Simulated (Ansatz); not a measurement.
Li$_{2}$H$_{6}$Pt:
```
CELL_PARAMETERS angstrom
      0.00000     3.30292     3.30292
      3.30292     0.00000     3.30292
      3.30292     3.30292     0.00000
ATOMIC_POSITIONS crystal
  Li 0.75000 0.75000 0.75000
  Li 0.25000 0.25000 0.25000
  H  0.75170 0.75170 0.24830
  H  0.24830 0.24830 0.75170
  H  0.24830 0.75170 0.75170
  H  0.75170 0.24830 0.24830
  H  0.75170 0.24830 0.75170
  H  0.24830 0.75170 0.24830
  Pt 0.00000 0.00000 0.00000
```

PBEsol (plane waves, PAW; program Ansatz) gives a gap of 2.54 eV without spin–orbit coupling, maximum on the K–Γ line, 49 % of the way from K, minimum at X.

**Question.** What happens when spin–orbit coupling is switched on?

**Answer.** The gap decreases by 0.01 eV, to 2.53 eV; maximum at L, minimum at X.

**Question.** Give the electron effective mass with spin–orbit coupling.

**Answer.** 0.31, 0.31, 0.70 mₑ (principal values).

**Question.** Give the hole effective mass with spin–orbit coupling.

**Answer.** 0.46, 0.46, 5.8 mₑ (principal values).

Space group Fm-3m. The workflow started from a Materials Project entry (that database holds measured and hypothetical structures alike); the Crystallography Open Database copy checked does not list it. Whether it is the stable phase at ambient conditions was not checked. The cell was relaxed with PBEsol under the symmetry of its start; of distortions, only those at the zone centre were tested. No spin polarisation was allowed.

Potentials: the later of the program's two PAW sets.
